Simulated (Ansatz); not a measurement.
Relaxed SnO2 (rutile):

```xyz
6
Lattice="4.8275 0.0000 0.0000 0.0000 4.8275 0.0000 0.0000 0.0000 3.2382" Properties=species:S:1:pos:R:3 pbc="T T T"
Sn     0.0000     0.0000     0.0000
Sn     2.4138     2.4138     1.6191
O      1.4800     1.4800     0.0000
O      3.8938     0.9338     1.6191
O      0.9338     3.8938     1.6191
O      3.3475     3.3475     0.0000
```

All values below come from PBE (plane waves to 420 eV, PAW, scalar-relativistic; Ansatz, a first-principles code). k mesh 6×6×8 (Γ-centred), Fermi-Dirac smearing 0.05 eV. SnO2 was relaxed with its symmetry unable to fall.

One atom of the cell was then moved (with its periodic images), all else fixed, and the forces (eV/Å) came out as:

| atom | Fx | Fy | Fz |
|---|---|---|---|
| Sn1 | -0.892 | -0.892 | 0.000 |
| Sn2 | 4.812 | 4.812 | 0.000 |
| O3 | -8.918 | -8.918 | 0.000 |
| O4 | 1.027 | 0.013 | 0.000 |
| O5 | 0.013 | 1.027 | 0.000 |
| O6 | 3.957 | 3.957 | 0.000 |

Q: Which atom was moved, and by which vector (Å)?

A: O3, by (0.45, 0.45, 0.00), 0.63 Å in all.

(A displaced cell: forces are minus the slopes of the energy, force constants its curvatures, and phonons follow from these.)
